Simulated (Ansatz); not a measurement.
AlGe2N:
```cif
data_Al3Ge6N3
_chemical_formula_sum 'Al3 N3 Ge6'
_space_group_name_H-M_alt 'R3m :H'
_space_group_IT_number 160
_space_group_name_Hall 'R 3 -2"'
_cell_length_a 3.60287
_cell_length_b 3.60287
_cell_length_c 18.32003
_cell_angle_alpha 90.000
_cell_angle_beta 90.000
_cell_angle_gamma 120.000
loop_
_atom_site_label
_atom_site_type_symbol
_atom_site_symmetry_multiplicity
_atom_site_Wyckoff_symbol
_atom_site_fract_x
_atom_site_fract_y
_atom_site_fract_z
_atom_site_occupancy
Al1 Al 3 a 0.00000 0.00000 0.97855 1
N1 N 3 a 0.00000 0.00000 0.87605 1
Ge1 Ge 3 a 0.00000 0.00000 0.51435 1
Ge2 Ge 3 a 0.00000 0.00000 0.38102 1
```
(The calculation used a cell of 4 atoms; values per cell refer to that cell.)

Relaxed at zero pressure with DFT-r²SCAN in the program Ansatz with PAW potentials.

Task: The volume is lowered by 6 % and shape and atoms relax at that volume. What pressure results, and how do the axes share the change?

Result: 5.3 GPa; a -2.5 %, b -2.5 %, c -1.2 %; the energy rises by 16 meV/atom.

Task: Give the new structure.

Result: 
Space group R3m, hexagonal axes (No. 160); a = b = 3.5135 Å, c = 18.1078 Å, α = β = 90.00°, γ = 120.00°

```csv
atom,site,symmetry,x,y,z
Al,3a,3m,0.0000,0.0000,0.0221
N,3a,3m,0.0000,0.0000,0.1250
Ge,3a,3m,0.0000,0.0000,0.4853
Ge,3a,3m,0.0000,0.0000,0.6176
```

The phase is kept; no other phase was compared at this pressure.

The start of the workflow was typed in or built on a structure type; neither database checked (COD, Materials Project) lists it. Whether it is the stable phase at ambient conditions was not checked. The r²SCAN relaxation kept the symmetry of its start; whether a distortion lowers the energy is not shown. The volume moved by 16 % from the start of the relaxation. Its formation energy is positive at this level, so the cell may be metastable or incomplete.

Potentials: the earlier of the program's two PAW sets. The files were generated under PBE; for other functionals the program regenerates the frozen cores, and for LDA and PBEsol the local potential too.
